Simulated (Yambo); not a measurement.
Given:

```xyz
8
Lattice="4.1086 0.0000 0.0000 0.0000 4.1086 0.0000 0.0000 0.0000 9.1301" Properties=species:S:1:pos:R:3 pbc="T T T"
F      2.0543     2.0543     0.0000
F      0.0000     0.0000     0.0000
S      0.0000     2.0543     2.8147
S      2.0543     0.0000     6.3154
Sr     0.0000     2.0543     7.7053
Sr     2.0543     0.0000     1.4248
Ag     2.0543     2.0543     4.5651
Ag     0.0000     0.0000     4.5651
```

Workflow: norm-conserving PBEsol (Quantum ESPRESSO, 84 Ry, without SOC), then G0W0 in Yambo (4×4×1 Γ-centred k mesh, bands 9 to 237 and a 7 Ry block in the screening, 237 bands in G with the Bruneval-Gonze terminator, plasmon pole fitted at 27.2 eV).

Problem. Give the PBEsol and G0W0 gaps between the band edges found on this mesh, and say where the edges lie.

Solution. Edges: Γ → Γ. PBEsol: 1.10 eV; G0W0: 2.20 eV. Nearest settings tried, and what they do to the gap: 159 bands in G: +3 meV; 159 bands in W, 159 bands in G: +30 meV; 6 Ry block (257 vectors against 339): -14 meV; 2×2×1 mesh: -129 meV. So the settings aren't converged at that level. Spin-orbit splittings are left out.

Geometry of the Materials Project entry, not relaxed at this level.

The structure is a Materials Project entry; no match was found in the copy of COD used, and its stability was not checked.
